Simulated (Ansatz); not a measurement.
# Structures of K2Br: which is lowest?

Plane-wave DFT in Ansatz with scalar-relativistic PAW potentials, cutoff 420 eV, Γ-centred meshes chosen by cell and gap, Gaussian smearing with energies taken to zero width. Every cell was relaxed (cell and atoms) in a run of its own, within the symmetry of its start. Functional: PBE.

Relaxed structures (starts from databases or built by putting these elements on another compound's sites):
A. I4/mmm, 3 atoms in the computed cell, a = 4.152 Å, c = 15.845 Å; sites (symmetry × multiplicity) K 4mm × 4, Br 4/mmm × 2; start: built
B. P4_2/mnm, 6 atoms in the computed cell, a = 8.190 Å, c = 4.724 Å; sites (symmetry × multiplicity) K m.2m × 4, Br m.mm × 2; start: built

Task: Rank them by energy. Could pressure change the order?

Result:
| structure | group | E − E(lowest) (meV/atom) | V (Å³/atom) | gap on mesh (eV) |
| --- | --- | --- | --- | --- |
| A | I4/mmm | 0.0 | 45.52 | 0.00 |
| B | P4_2/mnm | 14.6 | 52.82 | 0.00 |

A is lowest, 15 meV/atom under B. The lowest is also the densest of these, so pressure wouldn't bring one of the others in at first order. Other structures may lie lower than all of these, and vibrations aren't counted.

Spin polarisation was left out, and a magnetic state may lie lower.